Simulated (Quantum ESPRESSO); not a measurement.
Band energies of Ag

```
Ag
1.0
    2.92230     0.00000     0.00000
   -1.46115     2.53079     0.00000
    0.00000     0.00000     4.70166
Ag
2
Direct
  0.33333   0.66667   0.25000
  0.66667   0.33333   0.75000
```

norm-conserving PBEsol (Quantum ESPRESSO, 82 Ry, no spin-orbit coupling); path ΓMKΓALHA,LM,KH; energies in eV from the Fermi level.

```
k (1/Å)  point  band 15  band 16  band 17  band 18  band 19  band 20  band 21  band 22
-------  -----  -------  -------  -------  -------  -------  -------  -------  -------
0.00         Γ    -4.31    -4.03    -4.03    -2.99    -2.99    -0.27     3.70    15.59
0.34              -4.24    -4.18    -4.08    -3.61    -2.92     1.00     3.82    13.16
0.68              -4.05    -3.66    -3.51    -3.50    -2.83     3.41     4.33     8.23
1.13              -3.78    -2.94    -2.79    -2.78    -0.59     2.21     6.55     6.80
1.24         M    -3.72    -2.90    -2.78    -2.75     0.07     1.45     6.89     7.13
1.48              -4.02    -2.88    -2.88    -2.83     0.49     1.64     7.20     7.49
1.96         K    -3.86    -3.10    -3.10    -2.96     2.97     2.97     3.03     9.17
2.27              -4.04    -3.42    -2.93    -2.85    -0.16     4.86     5.41     6.86
2.67              -4.00    -3.92    -3.44    -2.95    -2.88     3.75     4.49     9.13
2.98              -4.24    -4.16    -3.92    -3.71    -2.91     1.46     3.88    12.99
3.39         Γ    -4.31    -4.03    -4.03    -2.99    -2.99    -0.27     3.70    15.59
3.73              -4.44    -3.74    -3.74    -3.04    -3.04    -2.35     6.61    15.06
4.06         A    -4.40    -4.40    -3.30    -3.30    -3.30    -3.30    11.33    11.33
4.16              -4.40    -4.40    -3.30    -3.30    -3.25    -3.25    11.36    11.36
4.47              -4.34    -4.34    -3.32    -3.32    -2.74    -2.74    11.84    11.84
4.89              -3.60    -3.60    -3.12    -3.12    -1.35    -1.35     8.08     8.08
5.20              -3.07    -3.07    -2.83    -2.83     0.47     0.47     4.81     4.81
5.30         L    -3.04    -3.04    -2.81    -2.81     0.74     0.74     4.45     4.45
5.61              -3.38    -3.38    -2.89    -2.89     1.67     1.67     4.63     4.63
5.92              -3.89    -3.89    -2.94    -2.94     3.57     3.57     5.24     5.24
6.02         H    -3.92    -3.92    -2.95    -2.95     3.96     3.96     5.50     5.50
6.29              -3.94    -3.94    -2.86    -2.86     1.80     1.80     6.88     6.88
6.56              -4.01    -4.01    -2.84    -2.84    -0.58    -0.58     9.18     9.18
6.91              -4.11    -4.11    -3.25    -3.25    -2.41    -2.41    12.16    12.16
7.18              -4.43    -4.43    -3.31    -3.31    -3.03    -3.03    11.55    11.55
7.45         A    -4.40    -4.40    -3.30    -3.30    -3.30    -3.30    11.33    11.33
7.45         L    -3.04    -3.04    -2.81    -2.81     0.74     0.74     4.45     4.45
7.74              -3.24    -2.84    -2.81    -2.77     0.16     1.28     5.10     5.26
8.12         M    -3.72    -2.90    -2.78    -2.75     0.07     1.45     6.89     7.13
8.12         K    -3.86    -3.10    -3.10    -2.96     2.97     2.97     3.03     9.17
8.34              -3.89    -3.18    -3.06    -3.06     3.13     3.13     3.38     8.17
8.79         H    -3.92    -3.92    -2.95    -2.95     3.96     3.96     5.50     5.50
```

A metal at this level: along this path bands 19, 20 cross the Fermi level.

Spin-orbit splittings are left out.

Geometry of the Materials Project entry, not relaxed at this level.

This is not the ordinary phase of the substance.
